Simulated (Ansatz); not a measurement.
input.yaml (Ansatz)

```yaml
crystal:
  lattice:
    - [-2.3266862212, 2.6988039953, 1.3801347181]
    - [2.6988039953, -2.3266862212, 1.3801347181]
    - [2.5823615859, 2.5823615859, -0.6986003333]
  atoms:
    - { symbol: Pt, position: [0.0134122132, 0.9865877868, 1.0] }
    - { symbol: Pt, position: [0.7365877868, 0.2634122132, 0.5] }
hamiltonian:
  xc: blyp
  pseudopotentials:
    kind: paw
    azcp:
      Pt: "pseudopotentials/Pt.paw.azcp"
basis:
  ecutwfc: 420
  fft_grid_basis: typed
kpoints:
  mp_grid: { grid: [14, 14, 10], shift: [0, 0, 0] }
magnetization:
  spin_polarized: false
scf:
  occupations: { method: fermi_dirac, width: 0.1 }
  lower_state_search: "off"
output:
  stress: true
```

Output

```
Engine: ansatz 0.2.0, x86_64-unknown-linux-gnu
Pseudopotentials: kind: paw
Pseudopotential: Pt, paw, valence charge 18, recommended cutoff 420 eV (normal) 
Functional definition: BLYP
  parameter beta = 0.0042
  parameter a = 0.04918
  parameter b = 0.132
  parameter c = 0.2533
  parameter d = 0.349
  exchange = b88_x(beta = beta)
  correlation = lyp_c(a = a, b = b, c = c, d = d)
Crystal: 2 atoms, lattice volume = 37.128 Å³
Basis set: ecut = 420 eV, 727 PW (Γ), exchange–correlation on 54×54×50 points (8 copies of the dense FFT grid, shifted against one another)
Bands: 22, of which v1, the nominal top of the filled ones, is band 18 counted from 1 (17 counted from 0)
Symmetry: 4 space group operations
Space group: C2/c (ITA 15), of the structure as read, at distance tolerance 3.3e-5 Å
k-points: 534 of 1960
Non-local potential: Pt, projectors of the file, l = 0: 3, l = 1: 2, l = 2: 2, l = 3: 1
PAW form: soft (Blöchl's): semilocal exchange-correlation on the pseudo side does not see the compensation charge
PAW frozen core: Pt, regenerated for the run's functional, and the local potential with it (the file was generated under x = pbe(κ = 0.804, μ = 0.2195149727645171), c = pbe(β = 0.06672455060314922))
PAW one-centre angular grid: Pt, 590 points (default); XC on 64 Gauss nodes
Initial density: superposition of atomic densities (neutral atoms: chi_scale 0, normalization atom), corrected by the library's trained network
Initial wavefunctions: pseudopotential atomic-orbital guess
Functional: x = b88, c = lyp
SCF iter   1: F=—  HF=-25098.059044 eV  |F-HF|=—  |Δ(HF+E_count)|=         —  Δρ=1.11e-2  dr2=3.39e-2  ethr=1.77e-3  ⟨swp⟩=5.0  Hψ=44479  notcnv=0
SCF iter   2: F=—  HF=-25098.057557 eV  |F-HF|=—  |Δ(HF+E_count)|=   1.49e-3  Δρ=6.48e-3  dr2=1.21e-2  ethr=9.41e-5  ⟨swp⟩=1.0  Hψ=16020  notcnv=0
SCF iter   3: F=—  HF=-25098.056302 eV  |F-HF|=—  |Δ(HF+E_count)|=   1.25e-3  Δρ=1.10e-3  dr2=3.84e-4  ethr=3.36e-5  ⟨swp⟩=2.0  Hψ=16186  notcnv=0
SCF iter   4: F=—  HF=-25098.056406 eV  |F-HF|=—  |Δ(HF+E_count)|=   1.04e-4  Δρ=2.42e-4  dr2=2.05e-5  ethr=1.07e-6  ⟨swp⟩=2.5  Hψ=16314  notcnv=0
SCF iter   5: F=—  HF=-25098.056417 eV  |F-HF|=—  |Δ(HF+E_count)|=   1.10e-5  Δρ=5.85e-5  dr2=1.09e-6  ethr=5.69e-8  ⟨swp⟩=2.0  Hψ=16567  notcnv=0
SCF iter   6: F=-25098.056418 eV  HF=-25098.056418 eV  |F-HF|=3.17e-8  |Δ(HF+E_count)|=   5.89e-7  Δρ=1.40e-5  dr2=6.77e-8  ethr=2.78e-10  ⟨swp⟩=4.2  Hψ=42520  notcnv=0
SCF 1 converged in 6 iterations: F = -25098.056418 eV  dr2 = 6.77e-8
SCF converged after 6 iterations
Free energy (F): -25098.056418 eV
Harris-Foulkes:  -25098.056418 eV  (|F-HF|=3.17e-8)
Internal energy: -25097.969970 eV  (E = F + TS)
E sigma→0 (E₀):  -25098.013194 eV
Entropy (-TS):   -0.086448 eV (-43.224 meV/atom)
Fermi energy:    18.235256 eV
--- Per-component energies (eV) ---
  E_band       = -421.200927
  E_kinetic    = 1271.294046
  E_local      = -3576.294948  (includes V_loc(G=0)·N_el)
  E_nonlocal   = 396.828161
  E_hartree    = 1326.468460
  E_xc         = -514.062829
  E_vxc        = -592.094864  (∫ρ·V_xc dr)
  E_paw        = -18967.606797  (= ΣΔE_a)
  E_vpaw       = -573.864550  (= ΣTr[D̂ρ^β])
  E_aug_tail   = 0.000360  (compensation charges beyond the density's cutoff)
  E_ewald      = -5034.875348
  E_core_change = 0.278925  (= ΣΔE_core)
  E_smearing   = -0.086448  (= −TS)
  E_closure    = 0.000000  (closes the sum)
  Σ components = -25098.056418   (vs F -25098.056418, Δ=0.00e0)
--- Stress (GPa, compression-positive) ---
       -6.287540      -0.231722       0.032336
       -0.231722      -6.287540       0.032336
        0.032336       0.032336      -6.383411
  P = ⅓ Tr σ = -6.3195 GPa (-63.195 kbar)
```
